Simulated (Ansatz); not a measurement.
Cu Kα1 powder pattern (kinematic, no thermal factors).
2θ (°) (relative intensity): 13.12 (22), 15.16 (6), 21.50 (5), 21.52 (5), 25.27 (6), 25.28 (12), 26.41 (98), 26.43 (100), 30.60 (3), 30.60 (6), 33.41 (5), 33.43 (10), 34.32 (9), 37.70 (3), 37.71 (3), 40.08 (1), 40.09 (7), 40.09 (4), 43.81 (23), 43.82 (93), 43.84 (24), 45.94 (2), 45.95 (2), 45.96 (2), 46.63 (2), 49.33 (1), 51.26 (1), 51.28 (2), 51.89 (29), 51.90 (15), 51.90 (14), 51.91 (30), 54.38 (1), 54.41 (1), 56.22 (2), 59.15 (2), 59.17 (1), 60.90 (2), 63.70 (7), 63.71 (15), 65.35 (2), 65.36 (1), 65.90 (1), 65.92 (1), 69.66 (1), 70.19 (6), 70.20 (11), 70.22 (12), 70.24 (6), 78.00 (1), 80.51 (15), 80.52 (7), 80.54 (7), 80.56 (15), 82.05 (1), 82.55 (1), 86.03 (1), 86.05 (1), 86.06 (1), 86.54 (3), 86.55 (6), 86.55 (3), 86.56 (3), 86.57 (7), 86.58 (3)

The pattern is computed from a structure relaxed with DFT PBE, scalar-relativistic, plane waves, PAW in Ansatz 0.2.0. No spin polarisation. Its elements are Al, As, In.

Q: Give the structure.

A: Al3InAs4.
Space group Amm2 (No. 38). a = 4.127 Å, b = 8.259 Å, c = 11.677 Å, α = 90.00°, β = 90.00°, γ = 90.00°
| atom | site | symmetry | x | y | z |
| --- | --- | --- | --- | --- | --- |
| Al | 2a | mm2 | 0.0000 | 0.5000 | 0.5001 |
| Al | 4e | m.. | 0.5000 | 0.2507 | 0.2499 |
| In | 2a | mm2 | 0.0000 | 0.5000 | 0.0007 |
| As | 4d | m.. | 0.0000 | 0.7607 | 0.1304 |
| As | 2b | mm2 | 0.5000 | 0.5000 | 0.8636 |
| As | 2b | mm2 | 0.5000 | 0.5000 | 0.3751 |

A pattern alone doesn't exclude other cells with like lines; this is the one computed.

Another cell of Al3InAs4 relaxed alike, in I-42m, lies 12 meV/atom lower, so this cell isn't the stable form at this level.

The cell was found from a structure generator's guess, not taken from experiment.
